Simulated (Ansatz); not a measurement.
BaHfO₃:
```
CELL_PARAMETERS angstrom
      4.12121     0.00000     0.00000
      0.00000     4.12121     0.00000
      0.00000     0.00000     4.12121
ATOMIC_POSITIONS crystal
  Ba 0.00000 0.00000 0.00000
  Hf 0.50000 0.50000 0.50000
  O  0.00000 0.50000 0.50000
  O  0.50000 0.50000 0.00000
  O  0.50000 0.00000 0.50000
```

Relaxed with LDA.

Question: Give the optical modes at the zone centre with their infrared and Raman activity from DFPT, the program Ansatz at the LDA level (PAW).

Answer: Transverse frequencies, without the LO–TO term; a row sums one degenerate level.

| ω (cm⁻¹) | degeneracy | IR ((D/Å)²/amu) | Raman (Å⁴/amu) | activity | symmetry |
|---|---|---|---|---|---|
| 104 | 3 | 20.95 | 0 | IR | T1u |
| 185 | 3 | 68.67 | 0 | IR | T1u |
| 191 | 3 | 0.00 | 0 | silent | T2u |
| 545 | 3 | 54.60 | 0 | IR | T1u |

Question: How high does the top mode go among those that the LO–TO term moves?

Answer: 703 cm⁻¹ for q along x.

Space group Pm-3m (cubic perovskite). The cell was relaxed with LDA under the symmetry of its start; phonons on a q-mesh show weakly imaginary modes. The run is not spin-polarised. Spin–orbit coupling is left out wherever it is not named.

Potentials: the later of the program's two PAW sets.
